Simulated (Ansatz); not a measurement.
TiO$_{2}$ in space group C2/m (No. 12; Pearson symbol mS24), r²SCAN (plane waves, PAW; program Ansatz). The conduction-band minimum lies at Γ, with 1 equivalent valley. Second derivatives d²E/dk² of the lowest band at one valley (eV·Å²), along Cartesian directions:

| direction | d²E/dk² |
|---|---|
| [100] | 1.891 |
| [010] | 7.527 |
| [001] | 1.742 |
| [110] | 4.710 |
| [101] | 0.8687 |
| [011] | 4.633 |

Question: Find the principal effective masses, the density-of-states mass and the conductivity mass.

Answer: Off-diagonal terms follow from H_xy = H[110] − (H_xx + H_yy)/2, and m*/mₑ = 7.620 eV·Å² over each eigenvalue: 1.0, 2.8, 8.8. One valley's DOS mass (m₁m₂m₃)^(1/3) = 2.9, conductivity mass 3/(Σ 1/mᵢ) = 2.0 mₑ.

Question: What effective density of states Nc follows at 300 K for parabolic valleys?

Answer: Nc = 2.509e19 × 1 × (2.9)^(3/2) ≈ 1.2e20 cm⁻³.

The workflow started from a Materials Project entry (that database holds measured and hypothetical structures alike); the Crystallography Open Database copy checked does not list it. It is not the phase usual at ambient conditions (space group No. 61, 136, 141). The cell was relaxed with r²SCAN under the symmetry of its start; its stability against distortions is not shown here. The run is not spin-polarised.

Potentials: the earlier of the program's two PAW sets.

Edges and masses are those of Kohn–Sham bands, whose gap is no quasiparticle gap.
